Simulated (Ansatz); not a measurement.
Values for one crystal, relaxed and computed with r²SCAN (plane waves, PAW; program Ansatz); other levels are named.

Volume per atom: 20.87 Å³
Band gap: 1.50 eV (indirect)
Hole effective mass: 0.25 mₑ (isotropic)
Electron effective mass: 0.48, 0.54, 1.8 mₑ (principal values)
Smallest direct gap on the standard path: 1.54 eV
Formation energy from the elements (no fitted shifts): -1.57 eV/atom
Valence-band maximum: at H

**Question.** Which compound is it?
A) HfSO, P2_13 (Hf on 4a, S on 4a, O on 4a)
B) K2Sn2O3, I2_13 (K on 8a, Sn on 8a, O on 12b)
C) SrO, rock salt
D) AlZnInO4, R3m (Pearson symbol hR7)

**Answer.** B, K2Sn2O3, I2_13 (K on 8a, Sn on 8a, O on 12b)

The first step of the workflow began from a Materials Project structure, measured or hypothetical; the Crystallography Open Database copy checked does not list it. COD files the formula under space group No. 166. Its standing as an ambient phase is unchecked. Symmetry was held in the r²SCAN relaxation; whether a distortion lowers the energy is not shown. The references are the lowest solids computed at this level, not always the standard phases (solids in place of the gases). Scalar-relativistic: spin–orbit coupling is off unless named, which matters more the heavier the elements.

Potentials: the earlier of the program's two PAW sets.
